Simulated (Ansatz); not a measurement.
**Guessed and relaxed cells of TlVSe3**

The guess for TlVSe3 was made by a generator: perovskite family, tilts a0a0a0 (Pm-3m, No. 221) (A site Tl; B site V; X site Se). The dimensions are guesses.

start.cif

```cif
data_structure
_symmetry_space_group_name_H-M 'Pm-3m'
_symmetry_Int_Tables_number 221
_cell_length_a 5.0061
_cell_length_b 5.0061
_cell_length_c 5.0061
_cell_angle_alpha 90.000
_cell_angle_beta 90.000
_cell_angle_gamma 90.000
_cell_volume 125.46
loop_
_atom_site_label
_atom_site_type_symbol
_atom_site_symmetry_multiplicity
_atom_site_Wyckoff_symbol
_atom_site_fract_x
_atom_site_fract_y
_atom_site_fract_z
_atom_site_occupancy
V1 V 1 a 0.00000 0.00000 0.00000 1
Tl1 Tl 1 b 0.50000 0.50000 0.50000 1
Se1 Se 3 d 0.50000 0.00000 0.00000 1
```

All numbers below come from DFT PBE, scalar-relativistic, plane waves, PAW in Ansatz 0.2.0. Cutoff 420 eV, Gaussian smearing, Γ-centred meshes. Cell and atoms relax on a converged mesh. In metals the finer mesh still leaves noise of several meV/atom or more. The steps can't lower the symmetry of their start. Collinear spin, starting moments V 2.0 μB; they died out on the coarse mesh, so the last step has no spin.

end.cif

```cif
data_structure
_symmetry_space_group_name_H-M 'Pm-3m'
_symmetry_Int_Tables_number 221
_cell_length_a 4.9333
_cell_length_b 4.9333
_cell_length_c 4.9333
_cell_angle_alpha 90.000
_cell_angle_beta 90.000
_cell_angle_gamma 90.000
_cell_volume 120.06
loop_
_atom_site_label
_atom_site_type_symbol
_atom_site_symmetry_multiplicity
_atom_site_Wyckoff_symbol
_atom_site_fract_x
_atom_site_fract_y
_atom_site_fract_z
_atom_site_occupancy
V1 V 1 a 0.00000 0.00000 0.00000 1
Tl1 Tl 1 b 0.50000 0.50000 0.50000 1
Se1 Se 3 d 0.50000 0.00000 0.00000 1
```

The symmetry stays Pm-3m (No. 221). The end has the cubic perovskite type. The volume per atom shrinks by 4.3 %, from 25.1 to 24.0 Å³. The shortest distance goes from 2.50 Å (V–Se) to 2.47 Å (V–Se).

| Item | Value |
| --- | --- |
| Volume per atom | 24.01 Å³ |
| Density | 6.81 g/cm³ |
| Formation energy | −0.29 eV/atom |
| Gap on the 8×8×8 mesh of the 5-atom cell | 0 eV (a metal) |

Energies over the elements count from the elements' standard structures at the same level, with no fitted energy shifts. Whether it is stable depends on the other phases of the system, which aren't compared here.

The last run used Gaussian smearing of 0.10 eV. Spin–orbit coupling, which can matter for Tl, is left out. No Hubbard U is applied to the 3d shell of V. The reference form of Se is held partly by dispersion forces, which this level lacks. Trial moments died out on the coarse mesh, so the last step has no spin; another magnetic start might hold. Symmetry constrained the relaxation, so the result can be a saddle point. In all, the 2 runs took 61 s on 1 thread of Arm Neoverse V1, with other jobs on the host.
